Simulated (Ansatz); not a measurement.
**Calculated ¹⁷O NMR of the central transition for CaScBO₄**

Cell: a refined structure from the COD, its atoms then relaxed with PBE in this cell.

Space group Pnma (No. 62); a = 10.2830, b = 3.3636, c = 9.4320 Å.

```
site  Wyckoff  site symmetry       x       y       z
  Ca       4c            .m.  0.5890  0.7500  0.8429
  Sc       4c            .m.  0.3914  0.2500  0.5727
   B       4c            .m.  0.3042  0.2500  0.8647
 O13       4c            .m.  0.5025  0.7500  0.6159
 O17       4c            .m.  0.2427  0.2500  0.7338
 O21       4c            .m.  0.2675  0.7500  0.4897
 O25       4c            .m.  0.4377  0.2500  0.8750
```

One atom of each set is listed.

All values are calculated (Ansatz; DFT, PBE, plane waves and PAW, scalar-relativistic, 420 eV cutoff, Γ-centred 2×6×3 k-points, Fermi–Dirac smearing 0.02 eV), not measured.

¹⁷O has I = 5/2 and Q = -25.58 mb (Pyykkö 2018); at 28.2 T its Larmor frequency is ν₀ = 162.8 MHz. Only the quadrupole interaction is simulated: positions count from each site's isotropic chemical shift, and J coupling is left out, as are shift anisotropy and dipolar coupling, which fast spinning averages.

**Question.** What does the ¹⁷O spectrum (fast magic-angle spinning) show for each site?

**Answer.** 

| site | first shell | C_Q (MHz) | η | P_Q (MHz) | δ_QIS (ppm) | breadth (kHz) |
| --- | --- | --- | --- | --- | --- | --- |
| O13 | 3 Sc at 2.07–2.09 Å, 1 Ca at 2.32 Å | 0.370 | 0.12 | 0.371 | -0.0312 | 0.0113 |
| O17 | 1 B at 1.39 Å, 1 Sc at 2.16 Å; also 2 Ca at 2.42 Å | -3.24 | 0.89 | 3.64 | -3.00 | 1.09 |
| O21 | 1 B at 1.39 Å, 2 Sc at 2.25 Å, 1 Ca at 2.42 Å | 4.18 | 0.47 | 4.34 | -4.25 | 1.61 |
| O25 | 1 B at 1.38 Å; also 3 Ca at 2.31–2.68 Å, 1 Sc at 2.89 Å | -3.14 | 0.87 | 3.51 | -2.78 | 1.02 |

δ_QIS = −(ν_Q²/30ν₀²)[I(I+1) − 3/4](1 + η²/3) × 10⁶ ppm with ν_Q = 3|C_Q|/[2I(2I−1)]; it falls as 1/B₀² in ppm, and the breadth as 1/B₀ in kHz.

At O13 V_zz points along its one bond to Ca (within 7°).
